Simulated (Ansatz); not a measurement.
Relaxed-ion elastic tensor of TiBe$_{2}$ (cubic Laves (MgCu2 type), Fd-3m) in GPa (Voigt order), plane-wave PAW PBEsol (Ansatz code); density 3.37 g/cm³, 10.82 Å³ per atom.

```json
[
 {"": "1", "1": "254", "2": "65.9", "3": "65.9", "4": "0.0", "5": "0.0", "6": "0.0"},
 {"": "2", "1": "65.9", "2": "254", "3": "65.9", "4": "0.0", "5": "0.0", "6": "0.0"},
 {"": "3", "1": "65.9", "2": "65.9", "3": "254", "4": "0.0", "5": "0.0", "6": "0.0"},
 {"": "4", "1": "0.0", "2": "0.0", "3": "0.0", "4": "114", "5": "0.0", "6": "0.0"},
 {"": "5", "1": "0.0", "2": "0.0", "3": "0.0", "4": "0.0", "5": "114", "6": "0.0"},
 {"": "6", "1": "0.0", "2": "0.0", "3": "0.0", "4": "0.0", "5": "0.0", "6": "114"}
]
```

**Question.** Is the crystal mechanically stable?

**Answer.** Yes: the smallest eigenvalue of C is 114 GPa.

**Question.** Work out the Voigt, Reuss and Hill averages.

**Answer.** K_V = 129, K_R = 129, K_H = 129; G_V = 106, G_R = 105, G_H = 105 GPa.

**Question.** Give Young's modulus, Poisson's ratio, Pugh's ratio and the universal anisotropy index.

**Answer.** E = 9KG/(3K + G) = 248 GPa; ν = 0.18; K/G = 1.22 (brittle by the Pugh limit of 1.75); A_U = 5G_V/G_R + K_V/K_R − 6 = 0.04.

**Question.** Estimate the sound speeds and the Debye temperature.

**Answer.** v_l = √((K + 4G/3)/ρ) = 8930 m/s, v_t = √(G/ρ) = 5590 m/s, mean 6160 m/s; Θ = (h/k)(3n/4πV)^(1/3) v_m = 829 K.

**Question.** Give the Zener ratio and Young's modulus along [100], [110] and [111].

**Answer.** A = 2C44/(C11 − C12) = 1.21; 1/E = S11 − 2(S11 − S12 − S44/2)Γ with Γ = 0, 1/4, 1/3 gives 227, 253, 264 GPa.

The first step of the workflow began from a Materials Project structure, measured or hypothetical; the Crystallography Open Database copy checked does not list it. Its standing as an ambient phase is unchecked. The PBEsol relaxation kept the symmetry of its start; whether a distortion lowers the energy is not shown. The final state is ferromagnetic, chosen from 4 collinear starts compared on coarse meshes (ties went to the first, and starts can fall back to one state), not a proven ground state. As this level gives no gap, shear constants depend on the k-mesh and smearing (Fermi–Dirac, 0.1 eV here).

Potentials: the later of the program's two PAW sets.
